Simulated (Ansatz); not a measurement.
Be3N2 in space group R3m (No. 160; Pearson symbol hR5), DFT-PBEsol in the program Ansatz with PAW potentials. The conduction-band minimum lies at F, with 3 equivalent valleys. Second derivatives d²E/dk² of the lowest band at one valley (eV·Å²), along Cartesian directions:

```csv
direction,d²E/dk²
[100],19.91
[010],21.45
[001],27.46
[110],19.34
[101],15.48
[011],19.72
```

### Question
Find the principal effective masses, the density-of-states mass and the conductivity mass.

### Answer
Off-diagonal terms follow from H_xy = H[110] − (H_xx + H_yy)/2, and m*/mₑ = 7.620 eV·Å² over each eigenvalue: 0.23, 0.34, 0.59. One valley's DOS mass (m₁m₂m₃)^(1/3) = 0.36, conductivity mass 3/(Σ 1/mᵢ) = 0.33 mₑ.

### Question
What effective density of states Nc follows at 300 K for parabolic valleys?

### Answer
Nc = 2.509e19 × 3 × (0.36)^(3/2) ≈ 1.6e19 cm⁻³.

### Question
With the computed static dielectric constant 13.1 (mean of the diagonal), estimate a hydrogenic donor's binding energy and radius.

### Answer
E = 13.606 eV × 0.33/13.1² ≈ 26 meV; a = 0.529 Å × ε/m* ≈ 21 Å. Semilocal masses tend to be too small when the gap is underestimated.

The workflow started from a Materials Project entry (that database holds measured and hypothetical structures alike); the Crystallography Open Database copy checked does not list it. COD files the formula under space group No. 206. Its standing as an ambient phase is unchecked. Symmetry was held in the PBEsol relaxation; whether a distortion lowers the energy is not shown.

Potentials: the later of the program's two PAW sets.
